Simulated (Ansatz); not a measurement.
# Ansatz 0.2.0, settings compared: ZnGaNi$_{4}$

Input:

```yaml
crystal:
  lattice:
    - [0.0, 3.46130119, 3.46130119]
    - [3.46130119, 0.0, 3.46130119]
    - [3.46130119, 3.46130119, 0.0]
  atoms:
    - { symbol: Ni, position: [0.625, 0.625, 0.625] }
    - { symbol: Ni, position: [0.125, 0.625, 0.625] }
    - { symbol: Ni, position: [0.625, 0.625, 0.125] }
    - { symbol: Ni, position: [0.625, 0.125, 0.625] }
    - { symbol: Ga, position: [0.0, 0.0, 0.0] }
    - { symbol: Zn, position: [0.25, 0.25, 0.25] }
  symmetry: { tolerance: 0.0003 }
kpoints:
  mp_grid: { grid: [5, 5, 5], shift: [0, 0, 0] }
magnetization:
  spin_polarized: false
scf:
  occupations: { method: fermi_dirac }
hamiltonian:
  pseudopotentials: { kind: paw }
  xc: pbesol
basis:
  ecutwfc: 420
output:
  forces: true
  stress: true
  eigenvalues: true
```

The command:

```bash
ansatz run input.yaml --threads 1 --pin off --max-ram 2560MiB --backend cpu --events-out ev --progress --plain --runs-dir out
```

Origin of the cell: a known structure type with other elements, at an estimated volume, so it need not be a known compound.

The smearing width isn't typed, so it takes its default of 0.1 eV.

Output of this run (shortened):

```
Pseudopotentials: kind: paw
Pseudopotential: Ni, paw, valence charge 18, recommended cutoff 420 eV (normal), Ni.paw.azcp
Pseudopotential: Ga, paw, valence charge 13, recommended cutoff 420 eV (normal), Ga.paw.azcp
Pseudopotential: Zn, paw, valence charge 12, recommended cutoff 420 eV (normal), Zn.paw.azcp
Functional definition: PBEsol
  exchange = pbesol_x
  correlation = pbesol_c
Crystal: 6 atoms, lattice volume = 82.937 Å³
Basis set: ecut = 420 eV, 1639 PW (Γ), exchange–correlation on 72×72×72 points (8 copies of the dense FFT grid, shifted against one another)
Bands: 59, of which v1, the nominal top of the filled ones, is band 49 counted from 1 (48 counted from 0)
Symmetry: 24 space group operations
Space group: F-43m (ITA 216), of the structure as read, at distance tolerance 1.3e-3 Å
k-points: 10 of 125 (time reversal used)
[… 8 lines left out …]
Initial density: superposition of atomic densities (neutral atoms: chi_scale 0, normalization atom), corrected by the library's trained network
Functional: x = pbesol(κ = 0.804, μ = 0.123457), c = pbesol(β = 0.046)
SCF iter   1: F=—  HF=-30243.652188 eV  Δρ=2.60e-2  dr2=3.60e-1  defer=4
SCF iter   2: F=—  HF=-30243.613975 eV  Δρ=8.29e-3  dr2=4.53e-2  defer=18
SCF iter   3: F=—  HF=-30243.608723 eV  Δρ=1.79e-3  dr2=3.58e-3  defer=18
SCF iter   4: F=—  HF=-30243.608257 eV  Δρ=4.92e-4  dr2=2.90e-4  defer=18
SCF iter   5: F=—  HF=-30243.608244 eV  Δρ=3.35e-4  dr2=7.22e-5  defer=18
SCF iter   6: F=—  HF=-30243.608237 eV  Δρ=1.06e-4  dr2=9.68e-6  defer=18
SCF iter   7: F=—  HF=-30243.608238 eV  Δρ=1.69e-5  dr2=3.80e-7  defer=18
SCF iter   8: F=—  HF=-30243.608238 eV  Δρ=1.09e-5  dr2=5.59e-8
SCF iter   9: F=-30243.608238 eV  HF=-30243.608238 eV  Δρ=3.05e-6  dr2=3.95e-9
SCF 1 converged in 9 iterations: F = -30243.608238 eV  dr2 = 3.95e-9
SCF converged after 9 iterations
Free energy (F): -30243.608238 eV
Harris-Foulkes:  -30243.608238 eV  (|F-HF|=1.11e-9)
Internal energy: -30243.354274 eV  (E = F + TS)
E sigma→0 (E₀):  -30243.481256 eV
Entropy (-TS):   -0.253964 eV (-42.327 meV/atom)
Fermi energy:    13.127833 eV
--- Per-component energies (eV) ---
  E_band       = -1369.440199
  E_kinetic    = 1371.803184
  E_local      = -19398.779294  (includes V_loc(G=0)·N_el)
  E_nonlocal   = 3597.862786
  E_hartree    = 8260.493835
  E_xc         = -535.821720
  E_vxc        = -539.646237  (∫ρ·V_xc dr)
  E_paw        = -10130.978976  (= ΣΔE_a)
  E_vpaw       = -2921.670260  (= ΣTr[D̂ρ^β])
  E_aug_tail   = 0.001741  (compensation charges beyond the density's cutoff)
  E_ewald      = -13410.385319
  E_core_change = 2.449488  (= ΣΔE_core)
  E_smearing   = -0.253964  (= −TS)
  Σ components = -30243.608238   (vs F -30243.608238, Δ=0.00e0)
--- Forces (eV/Å), atoms counted from 1 ---
  atom   1  Ni     0.001736     0.001736     0.001736
  atom   2  Ni     0.001736    -0.001736    -0.001736
  atom   3  Ni    -0.001736    -0.001736     0.001736
  atom   4  Ni    -0.001736     0.001736    -0.001736
  atom   5  Ga    -0.000000    -0.000000     0.000000
  atom   6  Zn    -0.000000     0.000000     0.000000
  max |Σ_I F_I| component: 1.58e-16 eV/Å
--- Stress (GPa, compression-positive) ---
      -18.210838       0.000000      -0.000000
        0.000000     -18.210838      -0.000000
        0.000000      -0.000000     -18.210838
  P = ⅓ Tr σ = -18.2108 GPa (-182.108 kbar)
```

The same input was run again with these changes:

1. `scf.n_extra_bands` default → 2
2. `accuracy` default → medium
3. `kpoints.mp_grid.grid` [5, 5, 5] → [8, 8, 8]
4. `basis.ecutwfc` 420 → "40 Ry/bohr"; `scf.max_iter` default → 75

| run | end | SCF iterations | P (GPa) | max force component (eV/Å) | gap on mesh (eV) | moment (μB) | ΔE(σ→0) (meV/atom) |
| --- | --- | --- | --- | --- | --- | --- | --- |
| base | converged | 9 | -18.21 | 0.002 | none | – | 0 |
| 1 | converged | 9 | -18.21 | 0.002 | none | – | -0.01 |
| 2 | converged | 9 | -18.21 | 0.002 | none | – | 0.00 |
| 3 | converged | 8 | -18.09 | 0.001 | none | – | 1.23 |
| 4 | input refused | 0 | – | – | – | – | – |

Energies are compared only where functional, datasets, charge and starting cell are the same.

Caveats of the base run: no spin polarisation, so a magnetic state may lie lower; the k mesh is coarse if the cell is a metal.

Time of the base run: 6.3 s of wall time on 1 CPU thread(s) of a shared host, from the program's own first density.
